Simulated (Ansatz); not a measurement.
## Fields on a plane of Ga2O3 (beta-Ga2O3 type, space group C2/m)

```
Ga2O3
1.0
    6.22762    -1.54173     0.00000
    6.22762     1.54173     0.00000
   -1.39233     0.00000     5.71032
Ga O
4 6
Direct
  0.08991   0.08991   0.79470
  0.91009   0.91009   0.20530
  0.65850   0.65850   0.31416
  0.34150   0.34150   0.68584
  0.16349   0.16349   0.10919
  0.83651   0.83651   0.89081
  0.17371   0.17371   0.56436
  0.82629   0.82629   0.43564
  0.49603   0.49603   0.25671
  0.50397   0.50397   0.74329
```

The slice is a (-1 0 1) plane (indices of the conventional cell) through the point (0.826, 0.826, 0.436) (fractional), spanned by u = [1 -1 0] and v = [111] in vectors of this cell: u (3.08 Å) and v (12.45 Å, at 90° to u). It covers one period; positions are fractions (u, v).

Atoms on it: O at (0.00, 0.00). Other atoms lie within 1 Å of the plane.

These are PBE (plane waves to 420 eV, PAW, scalar-relativistic; Ansatz, an electronic-structure program) values and carry that method's errors. k mesh 11×11×6. Inside the PAW spheres the values are not all-electron values, and peaks at nuclei hang on which shells count as valence. Ga2O3 was relaxed with its symmetry unable to fall.

```
|10000000|
|11100011|
|54200024|
|43100013|
|10000000|
|00000000|
|00000000|
|00000000|
|00001000|
|00046400|
|00000000|
|00000000|
|11111111|
|22221222|
|22100012|
|10000000|
|00000000|
|00000000|
|20000000|
|98100018|
```
Scale: ten equal steps from 0.001 (start of '0') to 0.161 (end of '9'), in the order '0123456789'. Values: density of the lowest conduction band (whole band as if filled, smooth part) in e/Å³. The map has 8 points along u (one character each, u = 0 at the left) and 20 along v (v = 0 in the bottom row). 

```
|.       |
|        |
|        |
|        |
|        |
|+:     :|
|-:     :|
|        |
|   .:.  |
|   -*-  |
|   :+:  |
|        |
|        |
|        |
|    .   |
|  .+@+. |
|   :-:  |
|        |
|.       |
|        |
```
Scale: ten equal steps from 0.000 (start of ' ') to 0.197 (end of '@'), in the order ' .:-=+*#%@'. Values: density of the highest valence band (whole band, smooth part) in e/Å³. The map has 8 points along u (one character each, u = 0 at the left) and 20 along v (v = 0 in the bottom row).
